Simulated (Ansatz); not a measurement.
GaSb:
```
CELL_PARAMETERS angstrom
     11.29287     0.00000     0.00000
      0.00000     3.87100     0.00000
      0.00000     0.00000     4.11735
ATOMIC_POSITIONS crystal
  Ga 0.12503 0.25000 0.24985
  Ga 0.37497 0.75000 0.74985
  Ga 0.87497 0.75000 0.75015
  Ga 0.62503 0.25000 0.25015
  Sb 0.87502 0.25000 0.25014
  Sb 0.62498 0.75000 0.75014
  Sb 0.12498 0.75000 0.74986
  Sb 0.37502 0.25000 0.24986
```

Relaxed with LDA. Special points in fractions of this cell's reciprocal vectors: Γ (0.000, 0.000, 0.000); X (0.500, 0.000, 0.000); S (0.500, 0.500, 0.000); Y (0.000, 0.500, 0.000); Z (0.000, 0.000, 0.500); U (0.500, 0.000, 0.500); R (0.500, 0.500, 0.500); T (0.000, 0.500, 0.500).

Task: List the band energies nearest the Fermi level at these points for the program Ansatz at the LDA level (PAW).

Result: In eV from the Fermi level; about four levels below and three above (degenerate sets whole), none deeper than 8.9 eV; points with the same levels are listed once.

```json
[
 {"k": "Γ", "below": "-1.01 -1.01 -0.27 -0.24 -0.23", "above": "0.12 0.16 0.62"},
 {"k": "X", "below": "-1.79 -1.79 -0.87 -0.87", "above": "0.03 0.03 2.67 2.67"},
 {"k": "S", "below": "-0.04 -0.04 -0.04 -0.04", "above": "1.16 1.16 1.16 1.16"},
 {"k": "Y", "below": "-3.14 -3.14 -0.25 -0.25", "above": "0.26 0.26 0.41 0.41"},
 {"k": "Z", "below": "-6.08 -6.08 -3.35 -3.35", "above": "0.34 0.34 0.57 0.57"},
 {"k": "U", "below": "-1.67 -1.67 -1.67 -1.67", "above": "0.54 0.54 0.54 0.54"},
 {"k": "R", "below": "-0.44 -0.44 -0.44 -0.44", "above": "4.20 4.20 4.20 4.20"},
 {"k": "T", "below": "-2.55 -2.55 -2.54 -2.54", "above": "2.34 2.34 3.00 3.00"}
]
```

Space group Immm. The start of the workflow was typed in or built on a structure type; the Crystallography Open Database copy checked does not list it. It is not the phase usual at ambient conditions (space group No. 216). The LDA relaxation kept the symmetry of its start; whether a distortion lowers the energy is not shown. Point labels and valley counts follow the cell and symmetry of the run, lower than the named group. Scalar-relativistic: spin–orbit coupling is off unless named, which matters more the heavier the elements.

Potentials: the earlier of the program's two PAW sets. The files were generated under PBE; for other functionals the program regenerates the frozen cores, and for LDA and PBEsol the local potential too.
